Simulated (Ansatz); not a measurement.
KMgH3 (cubic perovskite)

```
CELL_PARAMETERS angstrom
      3.99205     0.00000     0.00000
      0.00000     3.99205     0.00000
      0.00000     0.00000     3.99205
ATOMIC_POSITIONS crystal
  K  0.00000 0.00000 0.00000
  Mg 0.50000 0.50000 0.50000
  H  0.50000 0.00000 0.50000
  H  0.00000 0.50000 0.50000
  H  0.50000 0.50000 0.00000
```

Two coordinates are scanned: the volume, and the ratio of the stretch along z (the conventional c axis) to the stretch across it. Atoms keep their fractional coordinates.

These are r2SCAN (plane waves to 500 eV, PAW, scalar-relativistic; Ansatz, a first-principles code) values and carry that method's errors. k mesh 8×8×8 (Γ-centred), Fermi-Dirac smearing 0.05 eV. The energy includes the smearing's −TS. Stress and pressure are positive under compression. KMgH3 was relaxed with its symmetry unable to fall. The zero of ΔE is the relaxed starting cell.

ΔE (eV/atom), with V/V₀ across and (c/a)/(c/a)₀ down:

| (c/a)/(c/a)₀ \ V/V₀ | 0.960 | 0.973 | 0.987 | 1.000 | 1.013 | 1.027 | 1.040 |
|---|---|---|---|---|---|---|---|
| 0.880 | 0.0285 | 0.0263 | 0.0248 | 0.0238 | 0.0234 | 0.0235 | 0.0241 |
| 0.920 | 0.0134 | 0.0116 | 0.0105 | 0.0099 | 0.0099 | 0.0104 | 0.0114 |
| 0.960 | 0.0051 | 0.0036 | 0.0027 | 0.0023 | 0.0025 | 0.0032 | 0.0044 |
| 1.000 | 0.0025 | 0.0011 | 0.0003 | 0.0000 | 0.0003 | 0.0010 | 0.0023 |
| 1.040 | 0.0048 | 0.0033 | 0.0024 | 0.0021 | 0.0023 | 0.0030 | 0.0042 |
| 1.080 | 0.0114 | 0.0097 | 0.0086 | 0.0081 | 0.0081 | 0.0086 | 0.0096 |
| 1.120 | 0.0216 | 0.0196 | 0.0182 | 0.0174 | 0.0171 | 0.0173 | 0.0180 |

σzz (GPa), with V/V₀ across and (c/a)/(c/a)₀ down:

```
(c/a)/(c/a)₀ \ V/V₀  0.960  0.973  0.987  1.000  1.013  1.027  1.040
-------------------  -----  -----  -----  -----  -----  -----  -----
0.880                 7.84   7.01   6.23   5.49   4.79   4.14   3.51
0.920                 5.41   4.68   3.98   3.33   2.71   2.12   1.57
0.960                 3.37   2.72   2.10   1.52   0.97   0.45  -0.03
1.000                 1.64   1.06   0.51  -0.01  -0.49  -0.95  -1.38
1.040                 0.16  -0.36  -0.84  -1.30  -1.72  -2.12  -2.50
1.080                -1.10  -1.56  -1.99  -2.38  -2.76  -3.11  -3.44
1.120                -2.18  -2.58  -2.96  -3.30  -3.63  -3.94  -4.22
```

Key numbers:

The shear modulus C′ = (C11 − C12)/2 (fit, atoms clamped) is 26 GPa. Lowest place on the grid: V/V₀ = 1.000, (c/a)/(c/a)₀ = 1.000 (0.0 meV/atom). Highest place on the grid: V/V₀ = 0.960, (c/a)/(c/a)₀ = 0.880 (28.5 meV/atom).

The 49 points together took roughly 5 core-minutes.

(Under strain, the slope of the energy per volume gives the stress and its curvature an elastic modulus.)
